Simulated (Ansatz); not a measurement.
Values for one crystal, relaxed and computed with PBEsol in the plane-wave PAW code Ansatz; other levels are named.

- Volume per atom: 14.29 Å³
- Electronic character: metallic (no gap)
- Mechanical stability: stable (all eigenvalues of C positive)
- Debye temperature from the elastic constants: 349 K
- Density of states at the Fermi level: 0.76 states/eV per atom (mean over ±0.08 eV)
- Bulk modulus (Birch–Murnaghan fit): 167 GPa
- Zone-centre stability: no imaginary mode at Γ

Task: Which of these materials gives this?
A. Ti3InN, anti-perovskite
B. Mn3SnN, anti-perovskite
C. Ti2GeC, P6_3/mmc (Ti on 4f, Ge on 2d, C on 2a)
D. Hf2InC, P6_3/mmc (Hf on 4f, In on 2d, C on 2a)

Result: A, Ti3InN, anti-perovskite

Space group Pm-3m (anti-perovskite). The first step of the workflow began from a Materials Project structure, measured or hypothetical; the Crystallography Open Database copy checked does not list it. Whether it is the stable phase at ambient conditions was not checked. Symmetry was held in the PBEsol relaxation. No spin polarisation was allowed. As this level gives no gap, shear constants depend on the k-mesh and smearing (Fermi–Dirac, 0.1 eV here). Scalar-relativistic: spin–orbit coupling is off unless named, which matters more the heavier the elements.

Potentials: the later of the program's two PAW sets.
